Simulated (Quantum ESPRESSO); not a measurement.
# One change at a time to In4TiW3

These are calculations, not measurements. They come from Quantum ESPRESSO 7.5, a public plane-wave density functional program. Each row is one single-point run on a made-up periodic cell of eight metal atoms, with elements, volume, strain and displacements drawn at random and not relaxed, so a cell may be unstable or far from any real phase. There is no spin polarisation or spin-orbit coupling.

Settings: PBE unless stated; PseudoDojo standard norm-conserving files; Fermi-Dirac width 0.25 eV, which means electrons at about 2900 K; cutoff 1143 eV; 5 x 5 x 5 k mesh shifted half a step off Gamma. E is the free energy of the whole cell (internal energy minus TS), so a -TS column is already part of it. Stress is positive in tension, and the pressure P is minus a third of its trace.

Checks: one run of this series was repeated at a higher cutoff and on a denser mesh, which moved values by no more than 0.002 eV, 0.02 GPa and 0.004 eV/Å, and a second program with other atomic files agreed on it to 2 % rms in force and 0.5 GPa in pressure. Known limits: heavy elements are run without spin-orbit coupling, which real alloys of them have; a spin test at this wide smearing found no moment, but such smearing suppresses magnetism that the real alloy may have.

The lattice is hexagonal close-packed, and the cell vectors in Å are (2.926, -0.005, 4.747); (2.982, 0.025, -4.782); (-2.937, 4.992, 0.002), a volume of 140.80 Å³ in run 1. The elements on sites 1 to 8 are W Ti W In In W In In. Each later run makes one change to run 1 and keeps the rest. E is counted from run 1, and is n/a where other atomic files have another zero of energy.

```
run                           change  V (Å³)  P (GPa)  -TS (eV)  rms force (eV/Å)  largest change of a force component (eV/Å)  E (eV)
  1                             none  140.80    10.99    -1.141             0.698                                       0.000   0.000
  2          sites 1 and 7 exchanged  140.80    13.20    -1.377             0.638                                       1.147   0.543
  3    all lengths scaled by -1.01 %  136.57    17.14    -1.096             0.750                                       0.148   0.369
  4              LDA in place of PBE  140.80    -0.18    -1.162             0.648                                       0.148     n/a
  5                     Sc on site 4  140.80     9.51    -1.268             0.677                                       0.716     n/a
  6  site 2 moved by -0.22 Å along x  140.80    11.58    -1.169             0.760                                       1.544       ?
```

## Worked estimate

Along the move dE = -F dx. The force on site 2 along x is -0.142 eV/Å in run 1 and 1.402 eV/Å in run 6, and the move is -0.22 Å, so the mean force times the move gives an estimate.

## Withheld value

Question: what E should run 6 give?

The estimate is 0.139 eV. The calculation gave 0.137 eV.
